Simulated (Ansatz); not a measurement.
Consider the following.

Relaxed PbS (rock salt):

```yaml
crystal:
  lattice:
    - [0.00000, 6.00904, 6.00904]
    - [3.00452, 0.00000, 3.00452]
    - [3.00452, 3.00452, 0.00000]
  atoms:
    - { symbol: S, position: [0.00000, 0.00000, 0.00000] }
    - { symbol: S, position: [0.50000, 0.00000, 0.00000] }
    - { symbol: Pb, position: [0.25000, 0.50000, 0.50000] }
    - { symbol: Pb, position: [0.75000, 0.50000, 0.50000] }
```

The atoms are displaced by Q × the pattern below (from a DFPT mode at L = (0.5, 0.0, 0.0), largest move 1; Q in Å), at fixed cell. It is one choice among 2 degenerate patterns. (q is in reciprocal vectors of the primitive cell; the cell shown is doubled to hold the pattern.)

```csv
atom,x,y,z
Pb3,0.285,-0.520,0.805
Pb4,-0.285,0.520,-0.805
```

Atoms not listed stay in place.

Method: PBE (plane waves to 420 eV, PAW, scalar-relativistic; Ansatz, a quantum-chemistry and plane-wave program). k mesh 5×10×10 (Γ-centred), Fermi-Dirac smearing 0.05 eV. The energy includes the smearing's −TS. PbS was relaxed with its symmetry unable to fall. Spin-orbit coupling is left out, though Pb is heavy. The PAW data are Ansatz's earlier set. The zero of ΔE is the undisplaced structure.

The scan covers Q from -0.180 to 0.180 Å in 13 points.

Task: Which space group does the distorted structure have?

Result: P-1 (No. 2), lowered from Fm-3m.

Task: Is this a single well or a double well?

Result: A single well with its minimum at or next to zero displacement.

Task: What is the energy change at Q = 0.180 Å?

Result: 57.8 meV/cell.

Task: What harmonic wavenumber does the curvature at Q = 0 give?

Result: 48 cm⁻¹.

(A displaced cell: forces are minus the slopes of the energy, force constants its curvatures, and phonons follow from these.)
